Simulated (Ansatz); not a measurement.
Stress against strain in Hf

```xyz
1
Lattice="0.0000 2.2200 2.2200 2.2200 0.0000 2.2200 2.2200 2.2200 0.0000" Properties=species:S:1:pos:R:3 pbc="T T T"
Hf    0.0000    0.0000    0.0000
```

The geometry is COD entry 1534929, unchecked; take it as a test cell.

Spin–orbit coupling is left out, though it moves levels of the heavy atoms by tenths of an eV or more.

These are results of DFT, LDA, all-electron LAPW, scalar-relativistic (Ansatz 0.2.0), not measurements.

Numerical set-up: a Γ-centred 13×13×13 k mesh, Fermi–Dirac smearing of 0.03 eV, basis error target 1 meV/atom, no spin polarisation.

The strain is applied along the Cartesian axes of the cell as listed (the other components stay zero). Fractional coordinates are held (clamped ions).

σ is the change of stress from the unstrained cell, which is at -5.48 GPa; tension is positive, so slopes are stress–strain coefficients at that pressure. In a metal the k mesh adds noise.

Only quantities that a quadratic follows smoothly over the whole series are listed; rougher ones are left out.

```
    εzz  σzz (GPa)  σxx (GPa)
-0.0300      -3.71      -2.86
-0.0200      -2.35      -1.91
-0.0100      -1.12      -0.95
 0.0000       0.00       0.00
 0.0200       2.59       1.57
 0.0300       3.96       2.24
```

Q: Fit the series and read off the stiffness at zero strain.

A: Least-squares fits y = p0 + p1 x + p2 x² to the rows give σzz (GPa): p1 = 126, p2 = 69; σxx (GPa): p1 = 85.7, p2 = -310. So C11 = 126 GPa and C12 = 86 GPa, which gives B = (C11 + 2 C12)/3 = 99 GPa.

Q: One run, at εzz = 0.0100, is withheld. Predict its row.

A: The fits give 1.34, 0.79; the run gave 1.21, 0.85.
